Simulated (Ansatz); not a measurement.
HgO:
```
HgO
1.0
    3.52173     0.00000     0.00000
   -1.76086     3.04990     0.00000
    0.00000     0.00000     8.61490
Hg O
3 3
Cartesian
  1.32728   2.29892   0.00000
  0.86716   0.00000   5.74327
 -0.43358   0.75099   2.87163
  0.81951   1.41944   4.30745
  1.88270   0.00000   1.43582
 -0.94135   1.63046   7.17909
```

Tensor components refer to the Cartesian frame of this cell.

Give the high-frequency dielectric tensor and the Born effective charge tensors of the independent atoms from DFPT, plane-wave PAW LDA (Ansatz code).


ε∞:
```
6.01  0.00  0.00
0.00  6.01  0.00
0.00  0.00  7.21
```
Z* of atom 1 (Hg), rows: field, columns: displacement, in e:
```
 1.95  -0.36  -0.14
-0.36   1.54   0.08
-0.65   0.38   2.46
```
Z* of atom 4 (O), rows: field, columns: displacement, in e:
```
-1.78   0.07  -0.14
 0.07  -1.71   0.08
-0.24   0.14  -2.46
```

Static charges for comparison (Bader): Hg1 +0.90, O4 -0.90 e. Born charges measure polarisation by displacement and can exceed these by far.

Space group P3_221. The workflow started from a Materials Project entry (that database holds measured and hypothetical structures alike); the Crystallography Open Database copy checked does not list it. COD files the formula under space group No. 44, 62, so this cell is another polymorph or a model. Its standing as an ambient phase is unchecked. The cell was relaxed with LDA under the symmetry of its start; whether a distortion lowers the energy is not shown. A crystal of weakly bound chains computed without a dispersion correction: the cell and the soft elastic constants depend strongly on that. Spin–orbit coupling is left out wherever it is not named.

Potentials: the later of the program's two PAW sets.
